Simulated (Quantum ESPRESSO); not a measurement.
Inputs of pw.x and gipaw.x (a modified build of Quantum ESPRESSO, PBE) for MgS; the starting potential comes from an earlier run on another mesh:

```
&CONTROL
  calculation = 'scf'
  prefix = 'x'
  pseudo_dir = './pseudo'
  outdir = './out'
  tprnfor = .true.
/
&SYSTEM
  ibrav = 0
  nat = 2
  ntyp = 2
  ecutwfc = 40
  ecutrho = 160
  occupations = 'fixed'
  nbnd = 8
/
&ELECTRONS
  conv_thr = 1e-11
  startingpot = 'file'
/
ATOMIC_SPECIES
Mg 24.305 Mg.GGA_PBE-JTH.UPF
S 32.060 S.GGA_PBE-JTH.UPF
CELL_PARAMETERS angstrom
    0.000000000000     2.604400000000     2.604400000000
    2.604400000000     0.000000000000     2.604400000000
    2.604400000000     2.604400000000     0.000000000000
ATOMIC_POSITIONS crystal
Mg     0.000000000000     0.000000000000     0.000000000000
S      0.500000000000     0.500000000000     0.500000000000
K_POINTS automatic
6 6 6 1 1 1
```

```
&INPUTGIPAW
  job = 'nmr'
  prefix = 'x'
  tmp_dir = './out/'
  restart_mode = 'from_scratch'
  pawproj(1) = .true.
  pawproj(2) = .true.
  use_nmr_macroscopic_shape = .false.
/
```

Geometry: a computed entry of the Materials Project; it was not checked against measured cells. It is MgS in Fm-3m; whether this form has been observed was not checked. Stability against distortions was not tested.

Problem. What does gipaw.x print for the total shieldings?

Solution. 
```
     f-sum rule (should be   -10.5272):
           -10.5289         -0.0000         -0.0000
            -0.0000        -10.5289         -0.0000
            -0.0000         -0.0000        -10.5289

     Total NMR chemical shifts in ppm: ---------------------------------------
     (adopting the Simpson convention for anisotropy and asymmetry)-----------

     Atom  1  Mg  pos: (  0.000000  0.000000  0.000000)  Total sigma:         561.02
           561.0235          0.0000         -0.0000
             0.0000        561.0235         -0.0000
            -0.0000         -0.0000        561.0235

     Mg      1    anisotropy:      0.00    eta:    0.0000
     Mg      1    sigma_11=    561.02
     Mg      1    sigma_22=    561.02
     Mg      1    sigma_33=    561.02

     Atom  2  S   pos: (  0.707107  0.707107  0.707107)  Total sigma:         586.78
           586.7832          0.0000          0.0000
             0.0000        586.7832          0.0000
             0.0000          0.0000        586.7832

     S       2    anisotropy:      0.00    eta:    0.0000
     S       2    sigma_11=    586.78
     S       2    sigma_22=    586.78
     S       2    sigma_33=    586.78
```
The printed anisotropy is 3/2 (σ_33 − σ_iso) in the program's own order; the axes are left out here. All sites are cubic, so the anisotropy vanishes by symmetry. Shieldings are absolute and leave out the bulk-susceptibility term; a larger σ means a smaller chemical shift. By our sweeps, such settings leave a few ppm in absolute σ. No d partial waves on Mg, S: the paramagnetic term there is incompletely reconstructed. Static lattice: thermal averaging is not included.
